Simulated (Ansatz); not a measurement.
CsPbBr$_{3}$ (cubic perovskite)

```
CELL_PARAMETERS angstrom
     12.00556     0.00000     0.00000
      0.00000     6.00278     0.00000
      0.00000     0.00000     6.00278
ATOMIC_POSITIONS crystal
  Cs 0.00000 0.00000 0.00000
  Cs 0.50000 0.00000 0.00000
  Pb 0.25000 0.50000 0.50000
  Pb 0.75000 0.50000 0.50000
  Br 0.00000 0.50000 0.50000
  Br 0.50000 0.50000 0.50000
  Br 0.25000 0.50000 0.00000
  Br 0.75000 0.50000 0.00000
  Br 0.25000 0.00000 0.50000
  Br 0.75000 0.00000 0.50000
```

The atoms are displaced by Q × the pattern below (from a DFPT mode at X = (0.5, 0.0, 0.0), largest move 1; Q in Å), at fixed cell. It is one choice among 2 degenerate patterns. (q is in reciprocal vectors of the primitive cell; the cell shown is doubled to hold the pattern.)

```json
[
 {"atom": "Pb3", "x": "0.000", "y": "0.000", "z": "-0.278"},
 {"atom": "Pb4", "x": "0.000", "y": "0.000", "z": "0.278"},
 {"atom": "Br7", "x": "0.000", "y": "0.000", "z": "1.000"},
 {"atom": "Br8", "x": "0.000", "y": "0.000", "z": "-1.000"},
 {"atom": "Br9", "x": "0.000", "y": "0.000", "z": "-0.129"},
 {"atom": "Br10", "x": "0.000", "y": "0.000", "z": "0.129"}
]
```

Atoms not listed stay in place.

Method: PBE (plane waves to 420 eV, PAW, scalar-relativistic; Ansatz, a quantum-chemistry and plane-wave program). k mesh 3×6×6 (Γ-centred), Fermi-Dirac smearing 0.05 eV. The energy includes the smearing's −TS. CsPbBr3 was relaxed with its symmetry unable to fall. Spin-orbit coupling is left out, though Pb is heavy. This is a high-temperature form of CsPbBr3. ΔE is measured from the undisplaced structure.

```csv
Q (Å),ΔE (meV/cell)
-0.1000,withheld
-0.0833,16.2
-0.0667,10.1
-0.0500,5.6
-0.0333,2.5
-0.0167,0.6
0.0000,0.0
0.0167,0.6
0.0333,2.5
0.0500,5.6
0.0667,10.1
0.0833,16.2
0.1000,withheld
```

Q: Fit an even polynomial form (powers 2, 4) to the given rows and predict ΔE at Q = 0.1000.

A: Least squares on the 11 given rows: ΔE = (2182)·Q² + (21680)·Q⁴, in meV/cell with Q in Å; root-mean-square residual 0.03 meV/cell. At 0.1000 the fit gives 24.0 meV/cell; the calculation gives 24.0 meV/cell, the same to the digits shown. The quadratic term alone would give 21.8 meV/cell.

(A displaced cell: forces are minus the slopes of the energy, force constants its curvatures, and phonons follow from these.)
